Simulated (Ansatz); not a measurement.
## Compressing Zn: a fit and a missing row

Zn, P6_3/mmc, a = 2.593 Å, c = 4.895 Å. Ansatz: PBEsol, PAW, 420 eV, Γ-centred 18×18×8 mesh on 2 atoms, Gaussian smearing 0.10 eV; no spin polarisation. Shape and atoms are relaxed at each volume; pressure is positive in compression.

| V (Å³/atom) | P (GPa) |
| --- | --- |
| 12.538 | ? |
| 12.966 | 7.98 |
| 13.393 | 5.61 |
| 13.821 | 2.30 |
| 14.248 | 0.00 |
| 14.676 | -1.96 |
| 15.103 | -3.75 |
| 15.673 | -5.73 |

Q: Take V0 = 14.248 Å³/atom, fit the third-order Birch–Murnaghan form to the other rows, and predict the missing pressure.

A: With the Eulerian strain f = ½[(V0/V)^(2/3) − 1] and y = P/[3f(1 + 2f)^(5/2)], the form is the line y = B0 + 1.5 B0 (B0′ − 4) f. Rows (f, y): 0.03244, 70.1; 0.02106, 80.1; 0.01025, 71.1; -0.00977, 70.3; -0.01905, 72.3; -0.03079, 72.7. Means f = 0.0006900, y = 72.767; Σ(Δf)² = 0.003004, ΣΔfΔy = 0.08589; the slope is their ratio. y = 72.75 + 28.59 f GPa, so B0 = 72.8 GPa and B0′ = 4 + 2 × (28.59)/(3 × 72.75) = 4.26. At V = 12.538, f = 0.04449, y = 74.02 and P = 12.23 GPa. The run gave 12.77 GPa, so the fit is 0.54 GPa too low, 2.9 % of the span of the series, against an rms of 0.26 GPa on the fitted rows. The row lies outside the fitted range. A fourth-order term fitted to the same rows gives P = 12.13 GPa at this row's volume (the line 12.23, the run 12.77), no gain.